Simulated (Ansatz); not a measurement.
TePb (zinc blende, F-43m) under volume change, HSE06 in the plane-wave PAW code Ansatz, scaled uniformly.

```csv
V (Å³/atom),E − E(relaxed) (meV/atom),P (GPa)
44.064,38.0,3.03
45.517,(withheld),(withheld)
46.970,(withheld),(withheld)
48.422,0.0,-0.01
49.875,3.5,-0.74
51.328,13.1,-1.37
52.780,28.1,-1.91
```

Complete the blanks.


- 45.517, E − E(relaxed) (meV/atom): 15.9
- 45.517, P (GPa): 1.86
- 46.970, E − E(relaxed) (meV/atom): 3.7
- 46.970, P (GPa): 0.85

What does a third-order Birch–Murnaghan fit give for V₀, B₀ and B′?

V₀ = 48.41 Å³/atom, B₀ = 26.5 GPa, B′ = 4.2.

A made-up cell: these elements were put on the sites of a structure type; neither database checked (COD, Materials Project) lists it. It is not the phase usual at ambient conditions (space group No. 225). The cell was relaxed with HSE06 under the symmetry of its start; whether a distortion lowers the energy is not shown. Spin–orbit coupling is left out wherever it is not named.

Potentials: the later of the program's two PAW sets.
